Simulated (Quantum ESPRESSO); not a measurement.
# Planted mistakes on one cell of TiGeGaO5F

These are calculations, not measurements. They come from pw.x of Quantum ESPRESSO 7.5, a plane-wave density functional program, with PseudoDojo standard norm-conserving files (v0.5 for PBE, v0.4.1 for LDA and PBEsol). The cells are made up: elements, strain and atom displacements were drawn at random, and nothing was relaxed. There is no spin polarisation, spin-orbit coupling or dispersion term.

The cell has 10 sites of a corundum lattice. Sites 1 to 4 hold Ti Ge empty Ga; sites 5 to 10 hold O F O O O O. Cell vectors in Å: (2.582, 1.491, 4.637); (-2.582, 1.491, 4.637); (0.000, -2.982, 4.637). Settings: PBE, cutoff 1143 eV, 5 x 5 x 5 k mesh shifted by half a step, Fermi-Dirac smearing of 0.025 eV.

The intended run has a self-consistency threshold of 1e-07 eV, a smearing term of 0.000 eV, a pressure of -16.91 GPa and 15 iterations. Each further run changes one thing: all lengths scaled by 0.9857; atoms of sites 6 and 9 exchanged; cutoff 796 eV; files of PBEsol; k mesh 2 x 2 x 2; one electron removed; smearing 0.57 eV; threshold 0.7 eV. A coarse mesh keeps the shift, and a charged cell sits in a uniform background.

| run | change of free energy (eV) | smearing term -TS (eV) | change of P (GPa) | largest change of a force component (eV/Å) | iterations |
| --- | --- | --- | --- | --- | --- |
| A | -0.034 | 0.000 | 0.02 | 0.032 | 16 |
| B | -0.408 | 0.000 | 5.08 | 0.211 | 15 |
| C | 17.620 | 0.000 | -5.26 | 0.148 | 16 |
| D | 0.063 | 0.000 | -4.18 | 0.138 | 7 |
| E | 0.533 | 0.000 | 0.77 | 3.623 | 16 |
| F | -0.621 | -2.056 | 3.32 | 0.465 | 16 |
| G | 2.772 | 0.000 | -36.96 | 0.075 | 15 |
| H | -6.351 | -0.021 | -19.44 | 0.764 | 19 |

A rerun of the intended cell at 1437 eV and k mesh 7 x 7 x 7 moved values by no more than 0.003 eV in the cell's energy, 0.04 GPa in stress and 0.002 eV/Å in force.

Question: which change belongs to which run?

## Worked reading

Run D has the fewest iterations, as a run stopped early does. Run F has the largest smearing term, as wide smearing gives. Run G has a higher energy and the largest fall in pressure, as too small a basis gives. Run B changes the volume by a factor of 0.9577; minus its pressure change over the logarithm of that factor, 118 GPa, is a rough bulk modulus with clamped atoms. Energies from files of another functional, or of a charged cell, have another zero and say nothing on stability; the pressure of a charged cell rests on the program's zero of potential too.

## Key

```
run                            change
  A                  k mesh 2 x 2 x 2
  B      all lengths scaled by 0.9857
  C                   files of PBEsol
  D                  threshold 0.7 eV
  E  atoms of sites 6 and 9 exchanged
  F                  smearing 0.57 eV
  G                     cutoff 796 eV
  H              one electron removed
```